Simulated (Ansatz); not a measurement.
Relaxed-ion elastic tensor of BN (zinc blende, space group No. 216) in GPa (Voigt order), DFT-LDA in the program Ansatz with PAW potentials; density 3.59 g/cm³, 5.73 Å³ per atom.

```tsv
	1	2	3	4	5	6
1	824	190	190	0.0	0.0	0.0
2	190	824	190	0.0	0.0	0.0
3	190	190	824	0.0	0.0	0.0
4	0.0	0.0	0.0	475	0.0	0.0
5	0.0	0.0	0.0	0.0	475	0.0
6	0.0	0.0	0.0	0.0	0.0	475
```

Problem. Is the crystal mechanically stable?

Solution. Yes: the smallest eigenvalue of C is 475 GPa.

Problem. Work out the Voigt, Reuss and Hill averages.

Solution. K_V = 401, K_R = 401, K_H = 401; G_V = 412, G_R = 396, G_H = 404 GPa.

Problem. Give Young's modulus, Poisson's ratio, Pugh's ratio and the universal anisotropy index.

Solution. E = 9KG/(3K + G) = 907 GPa; ν = 0.12; K/G = 0.99 (brittle by the Pugh limit of 1.75); A_U = 5G_V/G_R + K_V/K_R − 6 = 0.20.

Problem. Estimate the sound speeds and the Debye temperature.

Solution. v_l = √((K + 4G/3)/ρ) = 16200 m/s, v_t = √(G/ρ) = 10600 m/s, mean 11600 m/s; Θ = (h/k)(3n/4πV)^(1/3) v_m = 1930 K.

Problem. Give the Zener ratio and Young's modulus along [100], [110] and [111].

Solution. A = 2C44/(C11 − C12) = 1.50; 1/E = S11 − 2(S11 − S12 − S44/2)Γ with Γ = 0, 1/4, 1/3 gives 752, 938, 1020 GPa.

Space group F-43m (zinc blende). The cell was relaxed with LDA under the symmetry of its start.

Potentials: the earlier of the program's two PAW sets. The files were generated under PBE; for other functionals the program regenerates the frozen cores, and for LDA and PBEsol the local potential too.
